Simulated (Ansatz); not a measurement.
## How far is PAW off for Ti₃Ag?

```
Ti Ag
1.0
     4.21473    0.00000    0.00000
     0.00000    4.21473    0.00000
     0.00000    0.00000    3.97616
Ti Ag
3 1
Direct
  0.00000 0.50000 0.50000
  0.50000 0.00000 0.50000
  0.50000 0.50000 0.00000
  0.00000 0.00000 0.00000
```

Atoms are numbered in the order listed.

The geometry is COD entry 1509562, unchecked; take it as a test cell. The listed cell was then made from it by scaling, straining or moving an atom.

Spin polarisation is left out, and whether a magnetic state lies lower isn't shown here.

Levels of theory: DFT, LDA, PAW with Ansatz's default frozen-core files, scalar-relativistic (Ansatz 0.2.0); DFT, LDA, all-electron PAW with datasets made for the crystal, scalar-relativistic (Ansatz 0.2.0); DFT, LDA, all-electron LAPW, scalar-relativistic (Ansatz 0.2.0).

For PAW: a Γ-centred 9×9×9 k mesh, Fermi–Dirac smearing of 0.08 eV, cutoff 420 eV, no spin polarisation; the PAW files were made with PBE, and the program remakes their frozen cores for this functional. The crystal-made all-electron datasets (AE datasets) take a cutoff of 260 eV at this cell. LAPW targets a basis error of 0.5 meV/atom. The Ansatz runs share mesh, smearing and spin set-up. Plane-wave (PAW) pressures include the program's estimate of the Pulay term.

Stress and pressure are positive in compression.

The change that made this cell: volume scaled by 1.02.

No spin–orbit coupling: at heavy atoms the gradients can be off by tens of per cent for that reason.

In a metal, gradients converge slowly with the k mesh: the values move by tens of per cent from one mesh to another, at times in sign, so only the comparison on one mesh counts.

| quantity | PAW | AE datasets | LAPW |
| --- | --- | --- | --- |
| pressure (GPa) | -11.64 | -11.64 | -11.64 |
| stress xx (GPa) | -12.34 | -12.35 | -12.35 |
| stress zz (GPa) | -10.23 | -10.23 | -10.23 |
| largest principal field gradient Vzz at Ti3 (10²¹ V/m²) | ? | ? | – |

(1) What belongs in the row "largest principal field gradient Vzz at Ti3 (10²¹ V/m²)", column "AE datasets"?

(2) Fill in "PAW" for the row "largest principal field gradient Vzz at Ti3 (10²¹ V/m²)".

## Answers

(1) -1.30.

(2) -1.18.
